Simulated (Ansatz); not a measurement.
The slice is one period of a {100} plane through atoms; its size isn't given.

Computed with PBEsol (plane waves to 420 eV, PAW, scalar-relativistic; Ansatz, a first-principles code). These are valence fields of a PAW run, semicore shells included where kept as valence: close to a nucleus they are smooth pseudo fields.

```
|@@%#*=-:.           .:-=*#%@|
|@%%#+=-..           ..-=+#%%|
|###*+-:..           ..:-+*##|
|**+==::..           ..::==+*|
|+==-::..             ..::-==|
|---::.... ......... ....::--|
|::...........:::...........:|
|..........::-----::.........|
|      ...::-==+==-::...     |
|      ..::=++***++=::..     |
|      ..:-=*#####*=-:..     |
|      ..-=+#%%@%%#+=-..     |
|      .:-=*#%@@@%#*=-:.     |
|      .:-+*#@@@@@#*+-:.     |
|      .:-=*#%@@@%#*=-:.     |
|      ..-=+#%%@%%#+=-..     |
|      ..:-=*#####*=-:..     |
|      ..::=++***++=::..     |
|      ...::-==+==-::...     |
|..........::-----::.........|
|::...........:::...........:|
|---::.... ......... ....::--|
|+==-::..             ..::-==|
|**+==::..           ..::==+*|
|###*+-:..           ..:-+*##|
|@%%#+=-..           ..-=+#%%|
|@@%#*=-:.           .:-=*#%@|
|@@@#*+-:.           .:-+*#@@|
```
Scale: ten equal steps from -0.71 (start of ' ') to 1.78 (end of '@'), in the order ' .:-=+*#%@'. Values: log₁₀ of the valence density in e/Å³. The map has 28 points along u (one character each, u = 0 at the left) and 28 along v (v = 0 in the bottom row). The scale is logarithmic, as a density can span decades between atoms and voids.

```
|xxxx@*-   :=+++++=:   -*@xxx|
|xxxx%=:  .-=+++++=-.  :=%xxx|
|xxx%+-.  :=+=====+=:  .-+%xx|
|x@#+-.  :=+=-:::-=+=:  .-+#@|
|*+=-.  .-==:.   .:==-.  .-=+|
|--:.  .-=-:       :-=-.  .:-|
|.    .-=-.    .    .-=-.    |
|    :-=-.  .:---:.  .-=-:   |
|  .:-=-.  .-=***=-.  .-=-:. |
|..:-=-:  .-+%@x@%+-.  :-=-:.|
|::---:  .-+%xxxxx%+-.  :---:|
|::--:.  :=#xxxxxxx#=:  .:--:|
|::::.   -+@xxxxxxx@+-   .:::|
|::::.  .-*xxxxxxxxx*-.  .:::|
|::::.   -+@xxxxxxx@+-   .:::|
|::--:.  :=#xxxxxxx#=:  .:--:|
|::---:  .-+%xxxxx%+-.  :---:|
|..:-=-:  .-+%@x@%+-.  :-=-:.|
|  .:-=-.  .-=***=-.  .-=-:. |
|    :-=-.  .:---:.  .-=-:   |
|.    .-=-.    .    .-=-.    |
|--:.  .-=-:       :-=-.  .:-|
|*+=-.  .-==:.   .:==-.  .-=+|
|x@#+-.  :=+=-:::-=+=:  .-+#@|
|xxx%+-.  :=+=====+=:  .-+%xx|
|xxxx%=:  .-=+++++=-.  :=%xxx|
|xxxx@*-   :=+++++=:   -*@xxx|
|xxxxx*-.  :=+++++=:  .-*xxxx|
```
Scale: ten equal steps from 0.17 (start of ' ') to 0.37 (end of '@'), in the order ' .:-=+*#%@'. Values: electron localisation function (ELF). The map has 28 points along u (one character each, u = 0 at the left) and 28 along v (v = 0 in the bottom row). Points within 0.5 Å of a nucleus are blanked (x), as the pseudised field means little there.

**Question.** Which relaxed crystal do these maps come from?
(A) AlNi₃ (Cu3Au type)
(B) Ni₃Si (Cu3Au type)
(C) ScAl₃ (Cu3Au type)

**Answer.** B, Ni₃Si (Cu3Au type). Atoms on the slice: Ni at (0.00, 0.00); Ni at (0.50, 0.50)

All were relaxed with their symmetry unable to fall. At this level the bands of Ni3Si touch or barely overlap. Ni3Si is run without spin polarisation. Relaxed AlNi3 ends ferromagnetic. ScAl3 is run without spin polarisation. The magnetic order is the one the run started from; other orders were not tried. (This holds for the magnetic or f-shell members.)
